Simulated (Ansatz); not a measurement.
Bulk As, relaxed with DFT-r²SCAN+D4 in the program Ansatz with PAW potentials:

```
CELL_PARAMETERS angstrom
      1.82442    -5.57863     0.00000
      1.82442     5.57863     0.00000
      0.00000     0.00000     4.65154
ATOMIC_POSITIONS crystal
  As 0.10674 0.89326 0.07083
  As 0.89326 0.10674 0.92917
  As 0.39326 0.60674 0.57083
  As 0.60674 0.39326 0.42917
```

One layer is taken out and relaxed. What does that cost?

105 meV/atom, or 24 meV/Å² of layer.

What lattice and gap has the free layer?

a = 3.620 Å, b = 4.773 Å; gap 1.09 eV, direct.

Space group Pmna (puckered). The layer was cut from a bulk entry of the Materials Project (measured or hypothetical); whether that bulk phase is the ambient one, and whether the layer has been isolated, was not checked. The r²SCAN+D4 relaxation kept the symmetry of its start; whether a distortion lowers the energy is not shown. Scalar-relativistic: spin–orbit coupling is off unless named, which matters more the heavier the elements.

Potentials: the later of the program's two PAW sets.
